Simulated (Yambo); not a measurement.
A BSE run in Yambo for Na2CO3 (space group C2/m, No. 12) (PBEsol bands; 4×4×4 mesh, 15 valence and 9 conduction bands, static screening with 89 bands and a 3 Ry block, scissor 2.97 eV, Tamm-Dancoff; field along x) gives:

| state | energy (eV) | states within 2 meV | relative strength | class |
|---|---|---|---|---|
| 1 | 4.30 | 1 | < 0.01 | dark |
| 2 | 4.31 | 1 | < 0.01 | dark |
| 3 | 5.85 | 1 | < 0.01 | dark |
| 4 | 5.88 | 1 | < 0.01 | dark |
| 5 | 5.92 | 1 | < 0.01 | dark |

Axes are Cartesian, with cell vectors (Å) (4.39, -2.63, 0.00), (4.39, 2.63, 0.00), (-1.35, 0.00, 5.77).

### Question
What changes when the screening block is changed to 5 Ry?

### Answer
The lowest state goes from 4.302 eV to 4.339 eV, and its distance below the direct gap from 2.848 eV to 2.811 eV. These are vertical excitations (zero momentum). The scissor comes from a G0W0 run whose convergence isn't established.

Geometry of the Materials Project entry, not relaxed at this level; primitive cell a = 5.121 Å, b = 5.121 Å, c = 5.922 Å, α = 101.29°, β = 101.29°, γ = 61.87°.
